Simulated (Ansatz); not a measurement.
HfS2:
```cif
data_HfS2
_chemical_formula_sum 'Hf1 S2'
_space_group_name_H-M_alt 'P 1'
_space_group_IT_number 1
_cell_length_a 3.55666
_cell_length_b 3.55666
_cell_length_c 5.68034
_cell_angle_alpha 90.000
_cell_angle_beta 90.000
_cell_angle_gamma 120.000
loop_
_space_group_symop_operation_xyz
  'x, y, z'
loop_
_atom_site_label
_atom_site_type_symbol
_atom_site_fract_x
_atom_site_fract_y
_atom_site_fract_z
_atom_site_occupancy
Hf1 Hf 0.00000 0.00000 0.00000 1
S1 S 0.33333 0.66667 0.25451 1
S2 S 0.66667 0.33333 0.74549 1
```

Relaxed with LDA. LDA in the plane-wave PAW code Ansatz gives a gap of 0.58 eV.

### Question
What gap does HSE06 give on the same cell (Ansatz, PAW)?

### Answer
1.52 eV, 0.94 eV more. The hybrid was solved on a coarser mesh and at special points; its gap is the smallest among all of these.

```
k  v1 LDA  c1 LDA  v1 HSE06  c1 HSE06
-  ------  ------  --------  --------
Γ    0.00    1.66         …         …
A   -0.38    1.59     -0.41      2.67
K   -1.85    2.31         …         …
H   -2.09    2.56         …         …
M   -1.57    0.78         …         …
L   -0.99    0.58     -1.12      1.52
```

### Question
Top valence (v1) and lowest conduction level (c1) in eV from each method's valence maximum (which need not be a listed point): supply the withheld HSE06 values.

### Answer

- K, v1 HSE06: -2.10
- K, c1 HSE06: 3.45
- Γ, v1 HSE06: 0.00
- Γ, c1 HSE06: 2.74
- M, v1 HSE06: -1.75
- M, c1 HSE06: 1.70
- H, v1 HSE06: -2.28
- H, c1 HSE06: 3.75

Cost on shared cores: the LDA run (SCF on a 9×9×5 mesh, then bands and DOS) very roughly 30 core-seconds, the HSE06 run (SCF on 7×7×4, then a few points) very roughly 4 core-minutes; the tasks are unlike.

Space group P-3m1 (CdI2 type). The LDA relaxation kept the symmetry of its start. The run is not spin-polarised. A crystal of weakly bound layers computed without a dispersion correction: the cell and the soft elastic constants depend strongly on that. Scalar-relativistic: spin–orbit coupling is off unless named, which matters more the heavier the elements.

Potentials: the later of the program's two PAW sets.
